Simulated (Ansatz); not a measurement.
Consider the following.

Relaxed GaP (zinc blende):

```
GaP
1.0
    0.00000     5.45173     5.45173
    2.72587     2.72587     5.45173
    2.72587     2.72587     0.00000
P Ga
2 2
Direct
  0.00000   0.75000   0.75000
  0.50000   0.75000   0.75000
  0.00000   0.00000   0.00000
  0.50000   0.00000   0.00000
```

A phonon eigenvector at X = (0.5, 0.5, 0.0) is frozen into this cell: atom i moves by Q times the vector below, so Q is the largest atomic displacement, in Å. The cell is held. (q is in reciprocal vectors of the primitive cell; the cell shown is doubled to hold the pattern.)

```csv
atom,x,y,z
Ga3,0.000,0.000,-1.000
Ga4,0.000,0.000,1.000
```

Atoms not listed stay in place.

Computed with r2SCAN (plane waves to 500 eV, PAW, scalar-relativistic; Ansatz, a quantum-chemistry and plane-wave program). k mesh 10×10×10 (Γ-centred), Fermi-Dirac smearing 0.05 eV. The energy includes the smearing's −TS. GaP was relaxed with its symmetry unable to fall. The PAW data are Ansatz's earlier set. ΔE is measured from the undisplaced structure.

The scan covers Q from -0.180 to 0.180 Å in 13 points.

### Question
Which space group does the distorted structure have?

### Answer
P-4m2 (No. 115), lowered from F-43m.

### Question
Is this a single well or a double well?

### Answer
A single well with its minimum at or next to zero displacement.

### Question
What is the energy change at Q = 0.180 Å?

### Answer
522 meV/cell.

### Question
What harmonic wavenumber does the curvature at Q = 0 give?

### Answer
252 cm⁻¹.

(A displaced cell: forces are minus the slopes of the energy, force constants its curvatures, and phonons follow from these.)
